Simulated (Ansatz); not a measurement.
CrO$_{2}$ (rutile, P4_2/mnm), plane-wave PAW r²SCAN (Ansatz code), all energies at zero smearing, with the estimated change up to a 700 eV cutoff added, with one set of potentials and settings (totals compare only within such a set). Cell of 6 atoms (2 Cr, 4 O): -9042.496 eV.

```csv
element,reference phase,E (eV/atom)
Cr,"Im-3m, 2 atoms in the cell, spin-polarised",-3382.7158
O,"C2/m, 4 atoms in the cell, spin-polarised",-566.0281
```

Formation energy per atom, worked out: (-9042.496 − 2×(-3382.7158) − 4×(-566.0281))/6 = -2.159 eV/atom (-208 kJ per mol of atoms), at 0 K, without zero-point energy or fitted corrections.

The r²SCAN relaxation kept the symmetry of its start. Spin order of the final state: ferromagnetic, chosen from 2 collinear starts compared on coarse meshes (ties went to the first, and starts can fall back to one state), not a proven ground state. Textbook magnetic order: ferromagnetic. Other orbital occupations within this spin state were not tried. No Hubbard U is applied. The references are the lowest solids computed at this level, not always the standard phases (solids in place of the gases).

Potentials: the later of the program's two PAW sets.
